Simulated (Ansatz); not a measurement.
Relaxed ZnS (wurtzite):

```
ZnS
1.0
    3.84511     0.00000     0.00000
   -1.92255     3.32996     0.00000
    0.00000     0.00000     6.30566
Zn S
2 2
Cartesian
  1.92255   1.10999   6.30474
  0.00000   2.21997   3.15191
  1.92255   1.10999   3.94322
  0.00000   2.21997   0.79039
```

The atoms are displaced by Q × the pattern below (from a DFPT mode at Γ, largest move 1; Q in Å), at fixed cell. It is one choice among 2 degenerate patterns.

```csv
atom,x,y,z
Zn1,0.000,-0.396,0.000
Zn2,0.000,0.396,0.000
S3,0.000,-1.000,0.000
S4,0.000,1.000,0.000
```

All values below come from PBE (plane waves to 420 eV, PAW, scalar-relativistic; Ansatz, a first-principles code). k mesh 10×10×5 (Γ-centred), Fermi-Dirac smearing 0.05 eV. Energies are smeared free energies. Compression counts positive. ZnS was relaxed with its symmetry unable to fall. ΔE is measured from the undisplaced structure.

Problem. Predict the ΔE (meV/cell) and P (GPa) at Q (Å) = -0.083, -0.050, -0.033, 0.067, 0.083.

Solution. 
```tsv
Q (Å)	ΔE (meV/cell)	P (GPa)
-0.083	68.2	0.43
-0.050	25.8	0.16
-0.033	11.8	0.07
0.067	55.1	0.34
0.083	88.4	0.54
```

(A displaced cell: forces are minus the slopes of the energy, force constants its curvatures, and phonons follow from these.)
